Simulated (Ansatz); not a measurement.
Fe₃Ge₂ in space group P-6m2 (No. 187; Fe on 2g, Fe on 1e, Ge on 1f, Ge on 1c) at seven volumes, r²SCAN (plane waves, PAW; program Ansatz), shape and atoms relaxed at each. One row is withheld.

```json
[
 {"V (Å³/atom)": "12.499", "P (GPa)": "15.39"},
 {"V (Å³/atom)": "12.911", "P (GPa)": "9.87"},
 {"V (Å³/atom)": "13.323", "P (GPa)": "4.58"},
 {"V (Å³/atom)": "13.735", "P (GPa)": "0.00"},
 {"V (Å³/atom)": "14.147", "P (GPa)": "-3.65"},
 {"V (Å³/atom)": "14.559", "P (GPa)": "-6.80"},
 {"V (Å³/atom)": "14.972", "P (GPa)": "?"}
]
```

Q: Fit the shown pressures and predict the withheld one.

A: P = (3/2)B₀(x^(7/2) − x^(5/2))[1 + (3/4)(B′ − 4)(x − 1)] with x = (V₀/V)^(2/3). Least squares on the six rows gives V₀ = 13.754 Å³/atom, B₀ = 135 GPa, B′ = 3.82. At V = 14.972, x = 0.9450 and P = -9.74 GPa. The run itself gave -9.48 GPa.

The first step of the workflow began from a Materials Project structure, measured or hypothetical; the Crystallography Open Database copy checked does not list it. Its standing as an ambient phase is unchecked. The r²SCAN relaxation kept the symmetry of its start; its stability against distortions is not shown here. The final state is ferromagnetic, the only order run, not a proven ground state. Other orbital occupations within this spin state were not tried.

Potentials: the later of the program's two PAW sets.
